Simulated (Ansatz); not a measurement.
Hf (hcp, Mg type)

```yaml
crystal:
  lattice:
    - [3.19791, 0.00000, 0.00000]
    - [-1.59896, 2.76947, 0.00000]
    - [0.00000, 0.00000, 5.04735]
  atoms:
    - { symbol: Hf, position: [0.33333, 0.66667, 0.75000] }
    - { symbol: Hf, position: [0.66667, 0.33333, 0.25000] }
```

E(V) scan at fixed shape, V₀ the volume above. Symmetry pins the atoms to their sites.

Computed with r2SCAN (plane waves to 500 eV, PAW, scalar-relativistic; Ansatz, a quantum-chemistry and plane-wave program). k mesh 17×17×9 (Γ-centred), Fermi-Dirac smearing 0.05 eV. Compression counts positive. Hf is run without spin polarisation. Hf was relaxed with its symmetry unable to fall. Spin-orbit coupling is left out, though Hf is heavy.

At one point of the scan the stress tensor (GPa) is:

```
   10.5      0.0      0.0
    0.0     10.5      0.0
    0.0      0.0     10.7
```

### Question
Which point is it?
A. V/V₀ = 0.960
B. V/V₀ = 0.880
C. V/V₀ = 0.840
D. V/V₀ = 0.920

### Answer
D, V/V₀ = 0.920

(Under strain, the slope of the energy per volume gives the stress and its curvature an elastic modulus.)
